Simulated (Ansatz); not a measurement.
InSb (zinc blende)

```
InSb
1.0
    0.00000     3.25957     3.25957
    3.25957     0.00000     3.25957
    3.25957     3.25957     0.00000
Sb In
1 1
Direct
  0.75000   0.75000   0.75000
  0.00000   0.00000   0.00000
```

The slice is a {111} plane (indices of the conventional cell) through the point (0.000, 0.000, 0.000) (fractional), spanned by u = [100] and v = [-1 2 0] in vectors of this cell: u (4.61 Å) and v (7.98 Å, at 90° to u). It covers one period; positions are fractions (u, v).

All values below come from PBEsol (plane waves to 420 eV, PAW, scalar-relativistic; Ansatz, a quantum-chemistry and plane-wave program). k mesh 12×12×12. Near the nuclei the fields are pseudised (PAW); where an atom keeps semicore shells as valence, they peak there. At this level the bands of InSb touch or barely overlap; measurements give the solid a gap. InSb was relaxed with its symmetry unable to fall. Spin-orbit coupling is left out, though Sb is heavy.

Predict the map of the valence electron density on the slice.


```tsv
v \ u	0.00	0.12	0.25	0.38	0.50	0.62	0.75	0.88
0.96	1.0	0.4	-0.5	-0.7	-0.7	-0.7	-0.5	0.4
0.86	-0.6	-0.7	-0.7	-0.4	-0.2	-0.4	-0.7	-0.7
0.75	-1.5	-1.4	-1.0	-0.6	-0.4	-0.6	-1.0	-1.4
0.64	-1.8	-1.6	-1.1	-0.6	-0.4	-0.6	-1.1	-1.6
0.54	-1.2	-1.1	-0.6	0.4	1.0	0.4	-0.6	-1.1
0.43	-0.5	-0.6	-0.5	0.1	0.6	0.1	-0.5	-0.6
0.32	-0.2	-0.4	-0.7	-0.9	-1.0	-0.9	-0.7	-0.4
0.21	-0.5	-0.7	-1.1	-1.5	-1.7	-1.5	-1.1	-0.7
0.11	0.0	-0.4	-1.0	-1.5	-1.7	-1.5	-1.0	-0.4
0.00	1.1	0.6	-0.5	-0.9	-1.0	-0.9	-0.5	0.6
```

Values: log₁₀ of the valence density in e/Å³. The scale is logarithmic, as a density can span decades between atoms and voids.
